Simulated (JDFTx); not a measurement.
Input for a modified build of JDFTx (bisulfate, HSO4 (SMILES O=S(=O)([O-])O), charge -1, multiplicity 1; bohr and hartree). JDFTx counts charge in electrons: elec-initial-charge is the number of excess electrons.

```
lattice \
  22.6767134955 0.0000000000 0.0000000000 \
  0.0000000000 20.7869873709 0.0000000000 \
  0.0000000000 0.0000000000 21.7318504332
coords-type Cartesian
ion O -1.8352255573 1.4368704840 -0.2346696175 0
ion S 0.8874031770 -0.1397767701 -0.0815347585 0
ion O 0.6742837833 -1.5170713390 2.2921586226 0
ion O 2.8340906445 1.7763258121 -0.1398505657 0
ion O 0.7974462870 -1.7763258121 -2.2921586226 0
ion H -2.8340906445 -0.0503197156 -0.0960214596 0
ion-species pseudo/o_pbe_v1.2.upf
ion-species pseudo/s_pbe_v1.4.upf
ion-species pseudo/h_pbe_v1.4.upf
elec-cutoff 20 100
elec-ex-corr gga-PBE
symmetries none
coulomb-interaction Isolated
coulomb-truncation-embed 0 0 0
elec-n-bands 19
converge-empty-states yes
elec-initial-charge +1
electronic-scf nIterations 100 energyDiffThreshold 1e-8
dump-name s0.$VAR
dump End State Ecomponents EigStats BandEigs Forces ElecDensity IonicPositions
```

The main set-up lines of the log and the final energy components:

```
unit cell volume = 10244
Chosen fftbox size, S = [  108  96  100  ]
unit cell volume = 10244
Chosen fftbox size, S = [  96  84  90  ]
  'O' pseudopotential, 'SLA  PW   PBE  PBE' functional
  6 valence electrons, 2 orbitals, 5 projectors, 737 radial grid points, with lMax = 2
  'S' pseudopotential, 'SLA  PW   PBX  PBC' functional
  6 valence electrons, 2 orbitals, 6 projectors, 907 radial grid points, with lMax = 2
  'H' pseudopotential, 'SLA  PW   PBX  PBC' functional
  1 valence electrons, 1 orbitals, 2 projectors, 615 radial grid points, with lMax = 0
Initialized 3 species with 6 total atoms.
Folded 1 k-points by 1x1x1 to 1 k-points.
nElectrons:  32.000000   nBands: 19   nStates: 1
average nbasis = 43743.000 , ideal nbasis = 43763.028
unit cell volume = 81951.8
Chosen fftbox size, S = [  216  192  200  ]
[...]
# Energy components:
   Eewald =      106.0011606290597541
       EH =      176.1450245270019650
     Eloc =     -385.3055200380772476
      Enl =       10.7283000500368892
      Exc =      -19.5629694871278836
 Exc_core =        2.0279328228494546
       KE =       34.7182514714105466
-------------------------------------
     Etot =      -75.2478200248465043


	eMin: -0.870826 at state 0 ( [ +0.000000 +0.000000 +0.000000 ] spin 0 )
	HOMO: -0.032587 at state 0 ( [ +0.000000 +0.000000 +0.000000 ] spin 0 )
```

The run took 24 electronic cycles; the highest occupied level lies at -0.89 eV from the vacuum level.
